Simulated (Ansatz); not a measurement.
An Ansatz (an electronic-structure program) run. Input:

Ansatz 0.2 input:
```yaml
crystal:
  lattice:
    - [3.0194548687, 0.0, 0.0]
    - [-1.5097274343, 2.6149246219, 0.0]
    - [0.0, 0.0, 2.8731650463]
  atoms:
    - { symbol: Pt, position: [0.0, 0.0, 0.0] }
    - { symbol: C, position: [0.3333333333, 0.6666666667, 0.5] }
kpoints:
  mp_grid: { grid: [11, 11, 10] }
  band_path:
    path:
      - [[0.0, 0.0, 0.0], [0.5, 0.0, 0.0], [0.3333333333, 0.3333333333, 0.0], [0.0, 0.0, 0.0], [0.0, 0.0, 0.5], [0.5, 0.0, 0.5], [0.3333333333, 0.3333333333, 0.5], [0.0, 0.0, 0.5]]  # Γ-M-K-Γ-A-L-H-A
      - [[0.5, 0.0, 0.5], [0.5, 0.0, 0.0]]  # L-M
      - [[0.3333333333, 0.3333333333, 0.5], [0.3333333333, 0.3333333333, 0.0]]  # H-K
    npoints: 8
basis: { ecutwfc: 600, xc_grid: 2 }
hamiltonian:
  xc: pbe
  pseudopotentials: { azcp: { folder: ./paw }, kind: paw_fr }
magnetization: { noncollinear: true, spin_orbit: true }
scf:
  n_extra_bands: 12
  convergence: { dr2_threshold: 0.0000000001 }
  occupations: { method: gaussian, width: 0.05 }
output: { eigenvalues: true }
```

Output (shortened):

```
Pseudopotential: Pt, paw, valence charge 18
Pseudopotential: C, paw, valence charge 4
Functional definition: PBE
non-collinear run that drives no moment, with spin-orbit …
Crystal: 2 atoms, lattice volume = 22.685 Å³
Basis set: ecut = 600 eV, 743 PW (Γ), exchange–correlation on 50×50×48 points (8 copies of the dense FFT grid, shifted against one another)
Bands: 34, of which v1, the nominal top of the filled ones, is band 22 counted from 1 (21 counted from 0)
Symmetry: 12 space group operations + 12 with time reversal
k-points: 96 of 1210 (time reversal used)
Projection manifold: j_resolved (fully-relativistic pseudo-atomic orbitals)
SCF iter   1: F=—  HF=-12808.587480 eV  |F-HF|=—  |Δ(HF+E_count)|=         —  Δρ=1.50e-1  dr2=7.00e0  dr2_m=0.00e0 (ungated)  ethr=3.10e-3  |M|=0.00e0 ∫|m|=0.00e0 μB  |m|>n=0.0e0 m-floor=0.0e0 τ_xc=0.0e0  β_m=0.30  ⟨swp⟩=6.1  Hψ=15453  notcnv=0  defer=49
preconditioner: auto → none
SCF iter   2: F=—  HF=-12807.481826 eV  |F-HF|=—  |Δ(HF+E_count)|=    1.11e0  Δρ=6.66e-2  dr2=1.16e0  dr2_m=0.00e0 (ungated)  ethr=3.10e-3  |M|=0.00e0 ∫|m|=0.00e0 μB  |m|>n=0.0e0 m-floor=0.0e0 τ_xc=0.0e0  β_m=0.40  ⟨swp⟩=2.3  Hψ=5298  notcnv=0  defer=610
SCF iter   3: F=—  HF=-12807.257774 eV  |F-HF|=—  |Δ(HF+E_count)|=   2.24e-1  Δρ=1.87e-2  dr2=2.86e-2  dr2_m=0.00e0 (ungated)  ethr=3.10e-3  |M|=0.00e0 ∫|m|=0.00e0 μB  |m|>n=0.0e0 m-floor=0.0e0 τ_xc=0.0e0  β_m=0.56  ⟨swp⟩=2.1  Hψ=4261  notcnv=0  defer=604
SCF iter   4: F=—  HF=-12807.260562 eV  |F-HF|=—  |Δ(HF+E_count)|=   2.79e-3  Δρ=4.69e-3  dr2=3.45e-3  dr2_m=0.00e0 (ungated)  ethr=1.30e-4  |M|=0.00e0 ∫|m|=0.00e0 μB  |m|>n=0.0e0 m-floor=0.0e0 τ_xc=0.0e0  β_m=0.56  ⟨swp⟩=2.1  Hψ=4520  notcnv=0  defer=600
SCF iter   5: F=—  HF=-12807.260474 eV  |F-HF|=—  |Δ(HF+E_count)|=   8.79e-5  Δρ=9.34e-4  dr2=1.91e-4  dr2_m=0.00e0 (ungated)  ethr=1.57e-5  |M|=0.00e0 ∫|m|=0.00e0 μB  |m|>n=0.0e0 m-floor=0.0e0 τ_xc=0.0e0  β_m=0.77  ⟨swp⟩=2.2  Hψ=3592  notcnv=0  defer=600
SCF iter   6: F=—  HF=-12807.260450 eV  |F-HF|=—  |Δ(HF+E_count)|=   2.43e-5  Δρ=1.81e-4  dr2=9.50e-6  dr2_m=0.00e0 (ungated)  ethr=8.69e-7  |M|=0.00e0 ∫|m|=0.00e0 μB  |m|>n=0.0e0 m-floor=0.0e0 τ_xc=0.0e0  β_m=0.80  ⟨swp⟩=2.1  Hψ=3783  notcnv=0  defer=600
SCF iter   7: F=—  HF=-12807.260451 eV  |F-HF|=—  |Δ(HF+E_count)|=   1.51e-6  Δρ=2.87e-5  dr2=1.92e-7  dr2_m=0.00e0 (ungated)  ethr=4.32e-8  |M|=0.00e0 ∫|m|=0.00e0 μB  |m|>n=0.0e0 m-floor=0.0e0 τ_xc=0.0e0  β_m=0.90  ⟨swp⟩=2.0  Hψ=3448  notcnv=0  defer=600
SCF iter   8: F=—  HF=-12807.260453 eV  |F-HF|=—  |Δ(HF+E_count)|=   1.84e-6  Δρ=2.25e-6  dr2=1.04e-9  dr2_m=0.00e0 (ungated)  ethr=8.73e-10  |M|=0.00e0 ∫|m|=0.00e0 μB  |m|>n=0.0e0 m-floor=0.0e0 τ_xc=0.0e0  β_m=0.87  ⟨swp⟩=2.1  Hψ=3891  notcnv=0  defer=600
SCF iter   9: F=-12807.260453 eV  HF=-12807.260453 eV  |F-HF|=1.27e-11  |Δ(HF+E_count)|=  1.69e-10  Δρ=3.20e-7  dr2=2.04e-11  dr2_m=0.00e0 (ungated)  ethr=1.00e-12  |M|=0.00e0 ∫|m|=0.00e0 μB  |m|>n=0.0e0 m-floor=0.0e0 τ_xc=0.0e0  ⟨swp⟩=8.6  Hψ=13691  notcnv=0
SCF 1 converged in 9 iterations: F = -12807.260453 eV  dr2 = 2.04e-11
NSCF: frozen V_eff on 75 k-points
SCF converged after 9 iterations
Magnetization: |M| = 0.0000 μB,  M = (+0.0000, +0.0000, +0.0000) μB
Absolute magnetization: 0.0000 μB (∫|m|)
  site 0: m = (+0.0000, +0.0000, +0.0000) μB, |m| = 0.0000 μB  (R = 0.93 Å)
  site 1: m = (+0.0000, +0.0000, +0.0000) μB, |m| = 0.0000 μB  (R = 0.93 Å)
Free energy (F): -12807.260453 eV
Harris-Foulkes:  -12807.260453 eV  (|F-HF|=1.27e-11)
Internal energy: -12807.259583 eV  (E = F + TS)
E sigma→0 (E₀):  -12807.260018 eV
Entropy (-TS):   -0.000870 eV (-0.435 meV/atom)
Fermi energy:    19.424953 eV
--- Per-component energies (eV) ---
  E_band       = -177.435275
  E_kinetic    = 661.702985
  E_local      = -1745.263078  (includes V_loc(G=0)·N_el)
  E_nonlocal   = 236.742599
  E_hartree    = 658.638257
  E_xc         = -272.360867
  E_vxc        = -320.560469  (∫ρ·V_xc dr)
  E_paw        = -9615.431421  (= ΣΔE_a)
  E_vpaw       = -327.333814  (= ΣTr[D̂ρ^β])
  E_aug_tail   = 0.000107  (compensation charges beyond the density's cutoff)
  E_ewald      = -2731.288165
  E_smearing   = -0.000870  (= −TS)
  E_closure    =  0.000000  (closes the sum)
  Σ components = -12807.260453   (vs F -12807.260453, Δ=0.00e0)
  [band-id]    e_kinetic+e_local+e_nonlocal+2·e_hartree+e_vxc+e_vpaw+e_augmentation_tail = -177.435156   (vs E_band -177.435275, Δ=1.19e-4)
--- Band table (eV; the first three rows and the last of 96) ---
  k-point 0: bands = ["-79.9754", "-79.9754", "-45.2196", "-45.2196", "-30.2625", "-30.2625", "-30.1565", "-30.1565", "4.4027", "4.4027", "12.8665", "12.8665", "13.3372", "13.3372", "14.1409", "14.1409", "16.6646", "16.6646", "17.2473", "17.2473", "18.4400", …
  k-point 1: bands = ["-79.9747", "-79.9747", "-45.2219", "-45.2219", "-30.2772", "-30.2772", "-30.1545", "-30.1545", "4.5956", "4.5956", "12.8608", "12.8608", "13.3477", "13.4740", "14.2108", "14.2108", "16.4012", "16.4012", "16.7796", "17.1331", "18.0691", …
  k-point 2: bands = ["-79.9730", "-79.9730", "-45.2280", "-45.2280", "-30.3157", "-30.3157", "-30.1492", "-30.1492", "5.1534", "5.1534", "12.6401", "12.6401", "13.4795", "13.7525", "14.3681", "14.3681", "15.8369", "15.8369", "16.0181", "16.5955", "17.5539", …
  k-point 95: bands = ["-79.9617", "-79.9617", "-45.2707", "-45.2694", "-30.4374", "-30.4345", "-30.2715", "-30.2626", "7.7615", "7.8580", "11.1540", "11.3584", "12.3361", "12.3455", "15.0785", "15.6053", "15.8549", "16.1143", "17.6404", "17.8419", "19.7904", …
```

Cost: around 22 core-seconds (rough) on shared cores.

Space group P-6m2. The start of the workflow was typed in or built on a structure type; neither database checked (COD, Materials Project) lists it. Its standing as an ambient phase is unchecked. Symmetry was held in the PBE relaxation; its stability against distortions is not shown here. No spin polarisation was allowed. Its formation energy is positive at this level, so the cell may be metastable or incomplete.

Potentials: the earlier of the program's two PAW sets.

Ansatz is a plane-wave DFT program.
